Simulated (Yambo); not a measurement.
Absorption of ScF3 (space group R32, No. 155, within 0.06 Å of Pm-3m) with and without the electron-hole interaction (Yambo, PBEsol bands; 6×6×6 mesh, 9 valence and 6 conduction bands, static screening with 39 bands and a 4 Ry block, scissor 5.09 eV, Tamm-Dancoff; field along x). Axes are Cartesian, with cell vectors (Å) (2.84, 1.64, 2.32), (-2.84, 1.64, 2.32), (0.00, -3.28, 2.32).

| E (eV) | Im ε, BSE | Im ε, independent quasiparticles |
|---|---|---|
| 8.42 | 0.22 | 0.02 |
| 8.52 | 0.27 | 0.02 |
| 8.62 | 0.33 | 0.02 |
| 8.72 | 0.42 | 0.02 |
| 8.82 | 0.54 | 0.02 |
| 8.92 | 0.74 | 0.02 |
| 9.02 | 1.07 | 0.02 |
| 9.12 | 1.67 | 0.03 |
| 9.23 | 2.88 | 0.03 |
| 9.33 | 5.47 | 0.03 |
| 9.43 | 9.06 | 0.03 |
| 9.53 | 7.63 | 0.03 |
| 9.63 | 4.12 | 0.03 |
| 9.73 | 2.29 | 0.04 |
| 9.83 | 1.44 | 0.04 |
| 9.93 | 1.00 | 0.04 |
| 10.03 | 0.76 | 0.04 |
| 10.13 | 0.64 | 0.05 |
| 10.23 | 0.61 | 0.05 |
| 10.33 | 0.64 | 0.05 |
| 10.43 | 0.59 | 0.06 |
| 10.53 | 0.52 | 0.07 |
| 10.63 | 0.51 | 0.07 |
| 10.73 | 0.56 | 0.08 |
| 10.83 | 0.67 | 0.09 |
| 10.93 | 0.88 | 0.10 |
| 11.03 | 1.25 | 0.11 |
| 11.13 | 1.88 | 0.13 |
| 11.23 | 2.61 | 0.15 |
| 11.33 | 3.91 | 0.18 |
| 11.43 | 6.64 | 0.21 |
| 11.53 | 7.71 | 0.27 |
| 11.63 | 4.87 | 0.36 |
| 11.73 | 2.94 | 0.51 |
| 11.83 | 2.24 | 0.79 |
| 11.93 | 2.40 | 1.21 |
| 12.03 | 3.45 | 1.42 |
| 12.13 | 4.30 | 1.78 |
| 12.23 | 3.04 | 2.70 |
| 12.33 | 1.86 | 3.49 |
| 12.43 | 1.27 | 2.92 |
| 12.53 | 0.85 | 2.39 |
| 12.63 | 0.62 | 2.56 |
| 12.73 | 0.51 | 2.93 |
| 12.83 | 0.49 | 3.05 |
| 12.94 | 0.50 | 3.04 |
| 13.04 | 0.54 | 2.39 |
| 13.14 | 0.56 | 1.71 |
| 13.24 | 0.51 | 1.38 |
| 13.34 | 0.56 | 1.12 |
| 13.44 | 0.53 | 1.02 |
| 13.54 | 0.43 | 1.20 |
| 13.64 | 0.41 | 1.48 |
| 13.74 | 0.35 | 1.58 |
| 13.84 | 0.32 | 1.63 |
| 13.94 | 0.36 | 1.70 |
| 14.04 | 0.35 | 1.69 |
| 14.14 | 0.31 | 1.43 |
| 14.24 | 0.34 | 1.29 |
| 14.34 | 0.39 | 1.43 |
| 14.44 | 0.38 | 1.75 |
| 14.54 | 0.41 | 2.05 |
| 14.64 | 0.34 | 2.17 |
| 14.74 | 0.32 | 2.36 |
| 14.84 | 0.35 | 2.82 |
| 14.94 | 0.27 | 3.22 |
| 15.04 | 0.21 | 3.03 |
| 15.14 | 0.22 | 2.62 |
| 15.24 | 0.22 | 2.26 |
| 15.34 | 0.23 | 2.05 |

The scissor comes from a G0W0 run whose convergence isn't established. Broadening 0.15 eV. The band window holds all transitions up to 17.4 eV. Fine structure above the onset can come from the mesh.

Geometry relaxed with PBEsol; primitive cell a = 4.017 Å, b = 4.017 Å, c = 4.017 Å, α = 90.02°, β = 90.02°, γ = 90.02°.
